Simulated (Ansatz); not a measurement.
## SrTiO3 single point

Input file of Ansatz 0.2.0:

```yaml
crystal:
  lattice:
    - [3.89800474, 3.89800474, 0.0]
    - [3.89800474, -3.89800474, 0.0]
    - [0.0, 0.0, 3.89800474]
  atoms:
    - { symbol: Sr, position: [0.0, 0.0, 0.0] }
    - { symbol: Sr, position: [0.5, 0.5, 0.0] }
    - { symbol: Ti, position: [0.0, 0.5, 0.5] }
    - { symbol: Ti, position: [0.5, 0.0, 0.5] }
    - { symbol: O, position: [0.25, 0.75, 0.5] }
    - { symbol: O, position: [0.75, 0.25, 0.5] }
    - { symbol: O, position: [0.25, 0.25, 0.5] }
    - { symbol: O, position: [0.75, 0.75, 0.5] }
    - { symbol: O, position: [0.0, 0.5, 0.0] }
    - { symbol: O, position: [0.5, 0.0, 0.0] }
  symmetry: { tolerance: 0.0003 }
kpoints:
  mp_grid: { grid: [5, 5, 7], shift: [0, 0, 0] }
  band_path:
    path:
      - [0.0, 0.0, 0.0]
      - [0.5, -0.5, 0.0]
      - [1.0, 0.0, 0.0]
      - [0.0, 0.0, 0.0]
      - [1.0, 0.0, 0.5]
      - [0.5, -0.5, 0.0]
      - [1.0, 0.0, 0.5]
      - [1.0, 0.0, 0.0]
    npoints: 8
magnetization:
  spin_polarized: false
scf:
  occupations: { method: fermi_dirac, width: 0.0541 }
  lower_state_search: "off"
  max_iter: 200
hamiltonian:
  pseudopotentials: { kind: paw }
  xc: pbe
basis:
  ecutwfc: 420
  fft_grid_basis: typed
output:
  forces: true
  stress: true
  eigenvalues: true
  bader: true
  populations: true
  elf: true
  write_potential: true
  volumetric_format: npy
  dos:
    e_range: [-12, 8]
    de: 0.05
    projected: { site_lists: { O: [O], Sr: [Sr], Ti: [Ti] } }
checkpoint:
  read: saved_state
```

The run starts from an earlier solution of this cell. 

Excerpt of what it printed:

```
Free energy (F): -15508.9172 eV
Harris-Foulkes:  -15508.9172 eV  (|F-HF|=3.27e-11)
Internal energy: -15508.9172 eV  (E = F + TS)
E sigma→0 (E₀):  -15508.9172 eV
Fermi energy:    11.0315 eV
--- Per-component energies (eV) ---
  E_band       = -403.3967
  E_kinetic    = 2098.3916
  E_local      = -4754.7312  (includes V_loc(G=0)·N_el)
  E_nonlocal   = 696.1682
  E_hartree    = 1665.6034
  E_xc         = -993.6957
  E_vxc        = -1145.5366  (∫ρ·V_xc dr)
  E_paw        = -8427.6871  (= ΣΔE_a)
  E_vpaw       = -628.9107  (= ΣTr[D̂ρ^β])
  E_aug_tail   = 0.0153  (compensation charges beyond the density's cutoff)
  E_ewald      = -5792.9818
  E_smearing   =  0.0000  (= −TS)
--- Stress (GPa, compression-positive) ---
        5.3552       0.0000       0.0000
        0.0000       5.3552       0.0000
        0.0000       0.0000       5.3552
  P = ⅓ Tr σ = 5.3552 GPa (53.552 kbar)
--- Bader charges: 10 sites ---
  site symbol  charge [e]  shift [e]
     0     Sr      1.5900     0.0000
     1     Sr      1.5900     0.0000
     2     Ti      2.2397     0.0041
     3     Ti      2.2397     0.0041
     4      O     -1.2765     0.0014
     5      O     -1.2765     0.0014
     6      O     -1.2765     0.0014
     7      O     -1.2765     0.0014
     8      O     -1.2766     0.0014
     9      O     -1.2766     0.0014
```

Origin: a database entry at a rescaled volume.
